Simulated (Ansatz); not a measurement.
GeMo3:
```xyz
4
Lattice="0.0000 3.1367 3.1367 3.1367 0.0000 3.1367 3.1367 3.1367 0.0000" Properties=species:S:1:pos:R:3 pbc="T T T"
Ge     0.0000     0.0000     0.0000
Mo     3.1367     3.1367     3.1367
Mo     1.5684     1.5684     1.5684
Mo     4.7051     4.7051     4.7051
```

Relaxed with PBE. Special points in fractions of this cell's reciprocal vectors: Γ (0.000, 0.000, 0.000); X (0.500, 0.000, 0.500); U (0.625, 0.250, 0.625); K (0.375, 0.375, 0.750); L (0.500, 0.500, 0.500); W (0.500, 0.250, 0.750).

Question: List the band energies nearest the Fermi level at these points for DFT-PBE in the program Ansatz with PAW potentials.

Answer: In eV from the Fermi level; about four levels below and three above (degenerate sets whole), none deeper than 8.9 eV; points with the same levels are listed once.

```csv
k,below,above
Γ,-4.39 -4.39 -4.39 -4.39 -4.39 -2.03 -2.03 -2.03,0.69 1.57 1.57 1.57
X,-2.61 -2.61 -2.46 -1.05,0.20 0.20 0.49
U,-2.19 -1.71 -0.68 -0.41,0.05 0.38 0.64
L,-1.52 -1.52 -0.60 -0.60 -0.38,1.48 1.48 1.80 1.80
W,-2.33 -2.33 -1.29 -1.29 -0.64,0.26 0.75 0.93
```

Space group Fm-3m. The cell is a constructed one: a structure type filled with these elements; neither database checked (COD, Materials Project) lists it. Its standing as an ambient phase is unchecked. Symmetry was held in the PBE relaxation; its stability against distortions is not shown here. No spin polarisation was allowed. Scalar-relativistic: spin–orbit coupling is off unless named, which matters more the heavier the elements.

Potentials: the later of the program's two PAW sets.
